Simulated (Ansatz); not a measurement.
Trends among crystals of one structure type (Fm-3m)

All 4 crystals share space group Fm-3m (No. 225) and the same kinds of sites, 2 atoms in the primitive cell. They are database entries and needn't be the stable phases. The set is a selection: crystals with no linear-response run were left out. Cells are relaxed by PAW under the functional.

Quantity: dielectric response and Born charges by linear response (direction means). Level: LDA, PAW on Ansatz 0.2.0's default frozen-core files (fitted under PBE), scalar-relativistic.

```json
{"crystal": "KCl", "cell (conventional)": "a = 6.079 Å", "k mesh": "6×6×6", "smearing (eV)": "none", "ε∞": "2.51", "largest |Z*| (e)": "1.11", "ε₀": "4.7"}
{"crystal": "KI", "cell (conventional)": "a = 6.823 Å", "k mesh": "6×6×6", "smearing (eV)": "none", "ε∞": "?", "largest |Z*| (e)": "?", "ε₀": "?"}
{"crystal": "LiH", "cell (conventional)": "a = 3.909 Å", "k mesh": "10×10×10", "smearing (eV)": "none", "ε∞": "4.98", "largest |Z*| (e)": "1.02", "ε₀": "14.3"}
{"crystal": "LiF", "cell (conventional)": "a = 3.909 Å", "k mesh": "10×10×10", "smearing (eV)": "none", "ε∞": "2.12", "largest |Z*| (e)": "1.04", "ε₀": "8.2"}
```

Task: What did the calculation give for KI?

Result: ε∞ = 3.12, largest |Z*| = 1.11 e, ε₀ = 5.1.

Caveats: frozen-core PAW files fitted under PBE, their cores solved anew for the functional of the run; zone-boundary modes aren't tested; field response not resolved by the mesh (LiH); semilocal gaps are low, so ε∞ comes out large.
